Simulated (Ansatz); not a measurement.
Structure types of LaBi were relaxed at one common pressure (all-electron LAPW in Ansatz 0.2.0 under LDA, scalar-relativistic, no spin polarisation, zero temperature). They take these volumes:

```csv
type,space group,V (Å³/atom)
rocksalt,Fm-3m,22.26
CsCl,Pm-3m,20.03
zincblende,F-43m,26.85
distorted NiAs,P6_3/mmc,19.37
distorted WC,P-6m2,19.37
```

Problem. At about which pressure, and is the densest type also the lowest in enthalpy?

Solution. 61 GPa. The densest types tie within 0.02 Å³/atom, and CsCl is the lowest in enthalpy.
